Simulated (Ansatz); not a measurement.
AlPt3N (anti-perovskite, Pm-3m) at seven volumes, plane-wave PAW PBEsol (Ansatz code), scaled uniformly. One row is withheld.

```tsv
V (Å³/atom)	P (GPa)
12.859	?
13.283	15.88
13.707	7.24
14.131	0.00
14.555	-6.06
14.979	-11.11
15.403	-15.32
```

Fit the shown pressures and predict the withheld one.

Third-order Birch–Murnaghan: P = (3/2)B₀(x^(7/2) − x^(5/2))[1 + (3/4)(B′ − 4)(x − 1)] with x = (V₀/V)^(2/3). Least squares on the six rows gives V₀ = 14.131 Å³/atom, B₀ = 220.1 GPa, B′ = 4.97. At V = 12.859, x = 1.0649 and P = 26.26 GPa. The run itself gave 26.19 GPa.

The start of the workflow was typed in or built on a structure type; neither database checked (COD, Materials Project) lists it. Whether it is the stable phase at ambient conditions was not checked. Symmetry was held in the PBEsol relaxation. At this level the phase is dynamically unstable (imaginary phonons). The run is not spin-polarised. The volume moved by 18 % from the start of the relaxation. Its formation energy is positive at this level, so the cell may be metastable or incomplete. Spin–orbit coupling is left out wherever it is not named.

Potentials: the earlier of the program's two PAW sets. The files were generated under PBE; for other functionals the program regenerates the frozen cores, and for LDA and PBEsol the local potential too.
